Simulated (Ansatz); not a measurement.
YNbN3:
```xyz
5
Lattice="4.0108 0.0000 0.0000 0.0000 4.0108 0.0000 0.0000 0.0000 4.0108" Properties=species:S:1:pos:R:3 pbc="T T T"
Y      0.0000     0.0000     0.0000
Nb     2.0054     2.0054     2.0054
N      2.0054     2.0054     0.0000
N      2.0054     0.0000     2.0054
N      0.0000     2.0054     2.0054
```

Relaxed with PBEsol. Special points in fractions of this cell's reciprocal vectors: Γ (0.000, 0.000, 0.000); X (0.000, 0.500, 0.000); M (0.500, 0.500, 0.000); R (0.500, 0.500, 0.500).

### Question
List the band energies nearest the Fermi level at these points for PBEsol (plane waves, PAW; program Ansatz).

### Answer
In eV from the Fermi level; about four levels below and three above (degenerate sets whole), none deeper than 8.9 eV; points with the same levels are listed once.

```
k                                below           above
-  -----------------------------------  --------------
Γ  -2.48 -2.48 -2.48 -0.85 -0.85 -0.85  0.53 0.53 0.53
X              -2.74 -2.66 -2.66 -2.48  0.23 0.23 1.11
M        -3.65 -3.65 -1.73 -1.73 -0.43  0.49 3.33 4.24
R  -5.00 -5.00 -5.00 -4.83 -4.83 -4.34  0.81 0.81 0.81
```

Space group Pm-3m (cubic perovskite). The start of the workflow was typed in or built on a structure type; neither database checked (COD, Materials Project) lists it. Whether it is the stable phase at ambient conditions was not checked. The PBEsol relaxation kept the symmetry of its start. At this level the phase is dynamically unstable (imaginary phonons). The workflow began spin-polarised and lost its moments. Scalar-relativistic: spin–orbit coupling is off unless named, which matters more the heavier the elements.

Potentials: the later of the program's two PAW sets.
